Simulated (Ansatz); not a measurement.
Given:

NbRu (rock salt, space group No. 225), a = 5.134 Å, b = 5.134 Å, c = 5.134 Å, α = 90.00°, β = 90.00°, γ = 90.00°; the cell used has 2 atoms.

This is the PBEsol-relaxed structure.

All from PBEsol in the plane-wave PAW code Ansatz, unless another level is named. Give the density of states at the Fermi level.

0.67 states/eV per atom (mean over ±0.08 eV).

Give the formation energy from the elements (no fitted shifts).

0.43 eV/atom.

Space group Fm-3m (rock salt). The start of the workflow was typed in or built on a structure type; neither database checked (COD, Materials Project) lists it. COD files the formula under space group No. 123, 221. Its standing as an ambient phase is unchecked. The cell was relaxed with PBEsol under the symmetry of its start. At this level the phase is mechanically unstable. The run is not spin-polarised. Its formation energy is positive at this level, so the cell may be metastable or incomplete. The references are the lowest solids computed at this level, not always the standard phases. Scalar-relativistic: spin–orbit coupling is off unless named, which matters more the heavier the elements.

Potentials: the later of the program's two PAW sets.
